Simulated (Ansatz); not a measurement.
Relaxed Ca (fcc, Cu type):

```
CELL_PARAMETERS angstrom
      0.00000     5.52650     5.52650
      2.76325     0.00000     2.76325
      2.76325     2.76325     0.00000
ATOMIC_POSITIONS crystal
  Ca 0.00000 0.00000 0.00000
  Ca 0.50000 0.00000 0.00000
```

The atoms are displaced by Q × the pattern below (from a DFPT mode at L = (0.5, 0.0, 0.0), largest move 1; Q in Å), at fixed cell. (q is in reciprocal vectors of the primitive cell; the cell shown is doubled to hold the pattern.)

```tsv
atom	x	y	z
Ca1	-0.577	0.577	0.577
Ca2	0.577	-0.577	-0.577
```

Computed with PBE (plane waves to 420 eV, PAW, scalar-relativistic; Ansatz, a first-principles code). k mesh 15×15×15 (Γ-centred), Fermi-Dirac smearing 0.05 eV. E stands for the smeared free energy. With partly filled bands, energies and forces of such displacements shift with the k mesh and the smearing. Ca was relaxed with its symmetry unable to fall. The zero of ΔE is the undisplaced structure. The last digit holds for this mesh only.

| Q (Å) | ΔE (meV/cell) |
|---|---|
| -0.180 | 115.6 |
| -0.150 | 79.8 |
| -0.120 | 50.8 |
| -0.090 | withheld |
| -0.060 | 12.6 |
| -0.030 | 3.1 |
| 0.000 | 0.0 |
| 0.030 | 3.1 |
| 0.060 | 12.6 |
| 0.090 | withheld |
| 0.120 | 50.8 |
| 0.150 | 79.8 |
| 0.180 | 115.6 |

Fit an even polynomial form (powers 2, 4) to the given rows and predict ΔE at Q = 0.090.

Least squares on the 11 given rows: ΔE = (3496)·Q² + (2232)·Q⁴, in meV/cell with Q in Å; root-mean-square residual 0.02 meV/cell. At 0.090 the fit gives 28.5 meV/cell; the calculation gives 28.5 meV/cell, the same to the digits shown. The quadratic term alone would give 28.3 meV/cell.

(A displaced cell: forces are minus the slopes of the energy, force constants its curvatures, and phonons follow from these.)
